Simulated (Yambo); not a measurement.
A G0W0@PBEsol run in Yambo for NaYS2 (space group R-3m, No. 166) (4×4×4 Γ-centred k mesh, bands 3 to 130 and a 7 Ry block in the screening, 130 bands in G with the Bruneval-Gonze terminator, plasmon pole fitted at 27.2 eV) gives these matrix elements, in eV, at the band edges (Γ → F):

```
state               E0    <Vxc>     <Σx>  <Σc(E0)>      Z
---------------  -----  -------  -------  --------  -----
valence edge     0.000  -13.124  -16.111     1.776  0.786
conduction edge  2.145  -10.633   -6.126    -3.692  0.818
```

Problem. Solve the linearised quasiparticle equation for both states, give the gap, and say how exchange and correlation each act on it.

Solution. E = E0 + Z(Σx + Σc − Vxc). Valence: 0.000 + 0.786 × (-16.111 + (1.776) − (-13.124)) = -0.95 eV. Conduction: 2.145 + 0.818 × (-6.126 + (-3.692) − (-10.633)) = 2.81 eV. The gap is 3.76 eV, against 2.14 eV in PBEsol. Replacing Vxc by bare exchange alone would open it by 7.49 eV; correlation takes back 5.47 eV of that, and Z scales what is left. Convergence of the G0W0 settings was not tested. 

Geometry relaxed with PBEsol; primitive cell a = 6.964 Å, b = 6.964 Å, c = 6.964 Å, α = 32.83°, β = 32.83°, γ = 32.83°.
